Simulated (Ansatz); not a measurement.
Pd (fcc, Cu type): frozen-phonon scan

Starting cell, Pd (fcc, Cu type):

```yaml
crystal:
  lattice:
    - [0.00000, 3.94259, 3.94259]
    - [1.97130, 0.00000, 1.97130]
    - [1.97130, 1.97130, 0.00000]
  atoms:
    - { symbol: Pd, position: [0.00000, 0.00000, 0.00000] }
    - { symbol: Pd, position: [0.50000, 0.00000, 0.00000] }
```

A phonon eigenvector at L = (0.5, 0.0, 0.0) is frozen into this cell: atom i moves by Q times the vector below, so Q is the largest atomic displacement, in Å. The cell is held. It is one choice among 2 degenerate patterns. (q is in reciprocal vectors of the primitive cell; the cell shown is doubled to hold the pattern.)

```tsv
atom	x	y	z
Pd1	0.285	-0.520	0.805
Pd2	-0.285	0.520	-0.805
```

The numbers are results of PBE (plane waves to 420 eV, PAW, scalar-relativistic; Ansatz, a first-principles code), not measurements. k mesh 10×20×20 (Γ-centred), Fermi-Dirac smearing 0.05 eV. E stands for the smeared free energy. Compression counts positive. With partly filled bands, energies and forces of such displacements shift with the k mesh and the smearing. Pd is run without spin polarisation. Pd was relaxed with its symmetry unable to fall. The PAW data are Ansatz's earlier set. ΔE is measured from the undisplaced structure.

| Q (Å) | ΔE (eV/cell) | P (GPa) | −dE/dQ from forces (eV/Å) |
|---|---|---|---|
| -0.280 | 0.230 | 4.3 | 1.242 |
| -0.233 | 0.174 | 3.2 | 1.174 |
| -0.187 | 0.121 | 2.2 | 1.072 |
| -0.140 | 0.074 | 1.3 | 0.926 |
| -0.093 | 0.036 | 0.6 | 0.713 |
| -0.047 | 0.009 | 0.2 | 0.395 |
| 0.000 | 0.000 | 0.0 | 0.000 |
| 0.047 | 0.009 | 0.2 | -0.395 |
| 0.093 | 0.036 | 0.6 | -0.713 |
| 0.140 | 0.074 | 1.3 | -0.926 |
| 0.187 | 0.121 | 2.2 | -1.072 |
| 0.233 | 0.174 | 3.2 | -1.174 |
| 0.280 | 0.230 | 4.3 | -1.242 |

Read from the data:

```
Quantity                                                                                                             Result
-----------------------------------------------------------  --------------------------------------------------------------
Energy at Q = 0.280 Å                                                                                          230 meV/cell
Space group of the distorted cell                                                           P-1 (No. 2), lowered from Fm-3m
Symmetry of the curve                                                                         even: the same for both signs
Shape of the curve                                           a single well with its minimum at or next to zero displacement
Harmonic wavenumber from the curvature (finite differences)                                                        106 cm⁻¹
Wavenumber by perturbation theory (DFPT, on another k mesh)                                                        106 cm⁻¹
```

(For displaced atoms, the force is minus the slope of the energy, and its curvature is a force constant, which sets phonon frequencies.)
